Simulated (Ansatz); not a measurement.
SnS2 (fluorite, Fm-3m), plane-wave PAW PBE (Ansatz code), all energies at zero smearing, with the estimated change up to a 700 eV cutoff added, with one set of potentials and settings (totals compare only within such a set). Cell of 3 atoms (1 Sn, 2 S): -7827.850 eV.

```
element             reference phase  E (eV/atom)
-------  --------------------------  -----------
Sn       Fd-3m, 2 atoms in the cell   -6024.2128
S        Fddd, 32 atoms in the cell    -902.0599
```

Formation energy per atom, worked out: (-7827.850 − 1×(-6024.2128) − 2×(-902.0599))/3 = 0.161 eV/atom (16 kJ per mol of atoms), at 0 K, without zero-point energy or fitted corrections.

The cell is a constructed one: a structure type filled with these elements; neither database checked (COD, Materials Project) lists it. It is not the phase usual at ambient conditions (space group No. 164). The cell was relaxed with PBE under the symmetry of its start; whether a distortion lowers the energy is not shown. The references are the lowest solids computed at this level, not always the standard phases. Spin–orbit coupling is left out wherever it is not named.

Potentials: the later of the program's two PAW sets.
